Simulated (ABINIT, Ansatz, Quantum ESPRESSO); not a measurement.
**One calculation of MgTiF4, 3 ways**

```
Ti Mg F
1.0
     3.60304    0.00000    0.00000
     0.00000    3.60304    0.00000
     0.00000    0.00000    5.11337
Ti Mg F
1 1 4
Cartesian
  1.7909 1.7914 -0.0204
  -0.0403 0.0071 2.5433
  0.0444 1.7882 1.3167
  -0.0067 1.8076 3.8223
  1.8202 -0.0021 3.8182
  1.7495 -0.0025 1.2921
```

The cell comes from a database or a generator and needn't be the stable form of this composition.

Atoms were shifted at random by some hundredths of an Å from the given cell, which wasn't relaxed again for these runs.

Alike in all runs: task single point; functional PBE; k mesh 7 × 7 × 5; occupations fermi-dirac, width 0.05 eV; no spin polarisation; no spin-orbit coupling. Pressure is positive in compression and, in plane waves, holds the error of the finite cutoff, which Ansatz's Pulay term estimates and takes out.

| program and potentials | plane-wave cutoff (eV) | notes | pressure (GPa) | largest force (eV/Å) | energy over the undisturbed cell (meV/atom) |
| --- | --- | --- | --- | --- | --- |
| Ansatz, Ansatz PAW | 420 | 8.33 valence electrons an atom on average; Pulay term of +0.74 GPa included | -1.01 | 0.602 | 6.67 |
| ABINIT, JTH PAW PBE v2.0 | 626 | 8.33 valence electrons an atom on average | -1.05 | 0.601 | 6.65 |
| Quantum ESPRESSO, SSSP 1.3 efficiency PBE | 748 | 7 valence electrons an atom on average | -1.35 | 0.614 | 6.75 |

Force on atom 3 (F), eV/Å:

| program and potentials | x | y | z |
| --- | --- | --- | --- |
| Ansatz, Ansatz PAW | -0.519 | 0.060 | 0.299 |
| ABINIT, JTH PAW PBE v2.0 | -0.522 | 0.062 | 0.291 |
| Quantum ESPRESSO, SSSP 1.3 efficiency PBE | -0.522 | 0.059 | 0.318 |

The pressure spans -1.35 (Quantum ESPRESSO, SSSP 1.3 efficiency PBE) to -1.01 GPa (Ansatz, Ansatz PAW).

Differences between rows come from potentials, basis sets and numerical settings, since the functional is the same but for its coding. Runs on potential files found faulty are left out.
